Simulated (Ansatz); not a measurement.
ScAl3 (Cu3Au type, space group No. 221) at seven volumes, plane-wave PAW LDA (Ansatz code), scaled uniformly. One row is withheld.

| V (Å³/atom) | P (GPa) |
|---|---|
| 14.902 | 11.02 |
| 15.394 | 6.78 |
| 15.885 | 3.13 |
| 16.376 | 0.00 |
| 16.868 | -2.68 |
| 17.359 | ? |
| 17.850 | -6.93 |

Q: Fit the shown pressures and predict the withheld one.

A: Third-order Birch–Murnaghan: P = (3/2)B₀(x^(7/2) − x^(5/2))[1 + (3/4)(B′ − 4)(x − 1)] with x = (V₀/V)^(2/3). Least squares on the six rows gives V₀ = 16.377 Å³/atom, B₀ = 96.16 GPa, B′ = 4.12. At V = 17.359, x = 0.9619 and P = -4.97 GPa. The run itself gave -4.98 GPa.

Space group Pm-3m (Cu3Au type). The cell was relaxed with LDA under the symmetry of its start. No spin polarisation was allowed.

Potentials: the earlier of the program's two PAW sets. The files were generated under PBE; for other functionals the program regenerates the frozen cores, and for LDA and PBEsol the local potential too.
